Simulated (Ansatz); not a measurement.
GaSb (rock salt, space group No. 225) at seven volumes, DFT-PBEsol in the program Ansatz with PAW potentials, scaled uniformly. One row is withheld.

| V (Å³/atom) | P (GPa) |
|---|---|
| 21.017 | 7.69 |
| 21.710 | 4.67 |
| 22.403 | 2.13 |
| 23.096 | 0.00 |
| 23.789 | ? |
| 24.482 | -3.25 |
| 25.175 | -4.51 |

Task: Fit the shown pressures and predict the withheld one.

Result: P = (3/2)B₀(x^(7/2) − x^(5/2))[1 + (3/4)(B′ − 4)(x − 1)] with x = (V₀/V)^(2/3). Least squares on the six rows gives V₀ = 23.099 Å³/atom, B₀ = 64.6 GPa, B′ = 4.89. At V = 23.789, x = 0.9806 and P = -1.77 GPa. The run itself gave -1.75 GPa.

Space group Fm-3m (rock salt). The start of the workflow was typed in or built on a structure type; neither database checked (COD, Materials Project) lists it. It is not the phase usual at ambient conditions (space group No. 216). The PBEsol relaxation kept the symmetry of its start; of distortions, only those at the zone centre were tested. Spin–orbit coupling is left out wherever it is not named.

Potentials: the later of the program's two PAW sets.
